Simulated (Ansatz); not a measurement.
CoPdO2:
Space group R-3m, hexagonal axes (No. 166); a = 2.8619 Å, b = 2.8619 Å, c = 17.8334 Å, α = 90.00°, β = 90.00°, γ = 120.00°

```tsv
atom	site	symmetry	x	y	z
Pd	3a	-3m	0.0000	0.0000	0.0000
Co	3b	-3m	0.0000	0.0000	0.5000
O	6c	3m	0.0000	0.0000	0.1128
```
(The calculation used a cell of 4 atoms; values per cell refer to that cell.)

Relaxed at zero pressure with DFT-PBE in the program Ansatz with PAW potentials.

**Question.** The volume is raised by 3 % and shape and atoms relax at that volume. What pressure results, and how do the axes share the change?

**Answer.** -5.4 GPa; a 1.2 %, b 1.2 %, c 0.5 %; the energy rises by 6 meV/atom.

**Question.** Give the new structure.

**Answer.** 
Space group R-3m, hexagonal axes (No. 166); a = 2.897 Å, b = 2.897 Å, c = 17.928 Å, α = 90.00°, β = 90.00°, γ = 120.00°

| atom | site | symmetry | x | y | z |
|---|---|---|---|---|---|
| Pd | 3a | -3m | 0.0000 | 0.0000 | 0.0000 |
| Co | 3b | -3m | 0.0000 | 0.0000 | 0.5000 |
| O | 6c | 3m | 0.0000 | 0.0000 | 0.1132 |

The phase is kept; no other phase was compared at this pressure.

The PBE relaxation kept the symmetry of its start. The workflow began spin-polarised and lost its moments. No Hubbard U is applied.

Potentials: the later of the program's two PAW sets.
